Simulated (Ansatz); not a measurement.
According to DFT-r²SCAN in the program Ansatz with PAW potentials, ZnSnN$_{2}$ in the trigonal phase (R-3m; Zn on 3a, Sn on 3b, N on 6c) relaxes to a = 3.168 Å, c = 15.451 Å. Zn has 6 nearest neighbours from 2.27 Å (octahedral); Sn has 6 nearest neighbours from 2.21 Å (octahedral); N has 6 nearest neighbours from 2.21 Å (octahedral). Its formation energy from the elements is 0.17 eV/atom, with no fitted shifts.

The Kohn–Sham gap is 1.19 eV (indirect). The screened hybrid HSE06 puts the gap at 1.89 eV. Gap from r²SCAN with spin–orbit coupling: 1.19 eV. Electrons at the band edge weigh 0.14 mₑ (isotropic). The hole mass is 0.29, 0.84, 18 mₑ (principal values).

An equation-of-state fit gives a bulk modulus of 189 GPa. The relaxed-ion elastic constants in GPa are C11 = 392, C12 = 123, C13 = 82.6, C14 = -56.9, C33 = 353, C44 = 26.9. Bader charges are Zn +1.21, Sn +2.14, N -1.68 e.

The start of the workflow was typed in or built on a structure type; neither database checked (COD, Materials Project) lists it. Its standing as an ambient phase is unchecked. Symmetry was held in the r²SCAN relaxation; its stability against distortions is not shown here. Its formation energy is positive at this level, so the cell may be metastable or incomplete. The references are the lowest solids computed at this level, not always the standard phases (solids in place of the gases). Spin–orbit coupling is left out wherever it is not named.

Potentials: the earlier of the program's two PAW sets.
